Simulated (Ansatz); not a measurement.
Input:

Os:
```yaml
crystal:
  lattice:
    - [0.00000, 2.75911, 2.75911]
    - [2.75911, 0.00000, 2.75911]
    - [2.75911, 2.75911, 0.00000]
  atoms:
    - { symbol: Os, position: [0.00000, 0.00000, 0.00000] }
    - { symbol: Os, position: [0.25000, 0.25000, 0.25000] }
```

This is the r²SCAN-relaxed structure.

All from r²SCAN (plane waves, PAW; program Ansatz), unless another level is named. Estimate the density of states at the Fermi level.

0.74 states/eV per atom (mean over ±0.08 eV).

Predict the gap with spin–orbit coupling.

none (metallic).

Space group Fd-3m (diamond). The start of the workflow was typed in or built on a structure type; neither database checked (COD, Materials Project) lists it. It is not the phase usual at ambient conditions (space group No. 194). The cell was relaxed with r²SCAN under the symmetry of its start; its stability against distortions is not shown here. The run is not spin-polarised. Spin–orbit coupling is left out wherever it is not named.

Potentials: the earlier of the program's two PAW sets.
